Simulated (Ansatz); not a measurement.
TaSi$_{2}$:
```
TaSi2
1.0
    4.77987     0.00000     0.00000
   -2.38994     4.13949     0.00000
    0.00000     0.00000     6.55386
Ta Si
3 6
Direct
  0.00000   0.50000   0.16667
  0.50000   0.00000   0.50000
  0.50000   0.50000   0.83333
  0.84182   0.68363   0.50000
  0.15818   0.84182   0.83333
  0.31637   0.15818   0.16667
  0.15818   0.31637   0.50000
  0.84182   0.15818   0.83333
  0.68363   0.84182   0.16667
```

Relaxed with r²SCAN. Special points in fractions of this cell's reciprocal vectors: Γ (0.000, 0.000, 0.000); M (0.500, 0.000, 0.000); K (0.333, 0.333, 0.000); A (0.000, 0.000, 0.500); L (0.500, 0.000, 0.500); H (0.333, 0.333, 0.500).

Task: List the band energies nearest the Fermi level at these points for r²SCAN (plane waves, PAW; program Ansatz).

Result: In eV from the Fermi level; about four levels below and three above (degenerate sets whole), none deeper than 8.9 eV; points with the same levels are listed once.

| k | below | above |
|---|---|---|
| Γ | -2.67 -2.67 -2.39 -2.39 -1.73 | 0.83 3.17 3.17 |
| M | -1.17 -0.80 -0.15 -0.12 | 0.89 1.23 1.60 |
| K | -2.10 -2.10 -1.91 -1.85 -1.85 | 0.31 0.31 0.55 |
| A | -2.42 -2.33 -2.04 -2.04 | 1.23 1.23 2.79 2.79 |
| L | -2.16 -1.97 -0.75 -0.35 | 1.62 2.07 2.64 |
| H | -0.85 -0.85 -0.19 -0.19 | 1.01 1.68 1.68 |

Space group P6_222. The r²SCAN relaxation kept the symmetry of its start. The run is not spin-polarised. Scalar-relativistic: spin–orbit coupling is off unless named, which matters more the heavier the elements.

Potentials: the later of the program's two PAW sets.
